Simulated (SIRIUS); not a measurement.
A self-consistent single point of YSi2 (C2/c, 6 atoms in the cell; from Materials Project mp-12769, changed as shown).

```
CELL_PARAMETERS angstrom
      2.86309    -2.86186     0.00000
      2.86309     2.86186     0.00000
     -2.75737     0.00000     7.46045
ATOMIC_POSITIONS crystal
  Y  0.62554 0.37446 0.75000
  Y  0.37446 0.62554 0.25000
  Si 0.04299 0.79141 0.58513
  Si 0.95701 0.20859 0.41487
  Si 0.20859 0.95701 0.91487
  Si 0.79141 0.04299 0.08513
```

Computed with LDA (PW92), GBRV LDA ultrasoft pseudopotentials (plane waves; SIRIUS).

SIRIUS settings:

| key | value |
|---|---|
| parameters.ngridk | 12 12 4 |
| parameters.xc_functionals | [XC_LDA_X, XC_LDA_C_PW] |
| parameters.gk_cutoff | 6.325 1/bohr |
| parameters.pw_cutoff | 14.143 1/bohr |
| parameters.smearing | fermi_dirac |
| parameters.smearing_width | 0.00367493 Ha |
| potentials | GBRV LDA ultrasoft pseudopotentials |
| parameters.electronic_structure_method | pseudopotential |
| parameters.num_bands | 23 |
| parameters.num_mag_dims | 0 |
| parameters.num_dft_iter | 100 |
| parameters.energy_tol | 1e-07 Ha |
| parameters.density_tol | 1e-06 |
| mixer.type | anderson |
| mixer.beta | 0.5 |
| mixer.use_hartree | true |

Results:

```
Property                                                  Value
------------------------------------------------  -------------
Number of valence electrons                                  38
Number of bands                                              23
Number of k-points after the program's reduction            164
Number of plane waves (most at a k-point)                  3549
Number of SCF iterations                                     19
FFT grid                                           40 × 40 × 72
Free energy E − TS                                -3053.5130 eV
Fermi level (on the code's own zero)                    9.99 eV
Pressure                                              -8.52 GPa
Largest force (vector length)                        0.120 eV/Å
```

Forces (eV/Å):
```
atom      Fx      Fy      Fz
----  ------  ------  ------
Y1     0.000   0.025   0.000
Y2     0.000  -0.025   0.000
Si3   -0.019  -0.009   0.118
Si4    0.019   0.009  -0.118
Si5    0.019  -0.009  -0.118
Si6   -0.019   0.009   0.118
```

Stress (GPa, positive for compression):
```
-8.48   0.00  -0.11
 0.00  -8.43   0.00
-0.11   0.00  -8.64
```

For comparison: a first run was changed to give this one (lattice scaled by 1.02), and from it to this one the free energy rises by 48.2 meV/atom, the pressure goes from -4.50 to -8.52 GPa and the largest force goes from 0.136 to 0.120 eV/Å.

The structure comes from a collection of computed structures, made at another level of theory; the collection holds predicted forms beside known ones.

Cost on one core: roughly 6 core-minutes.
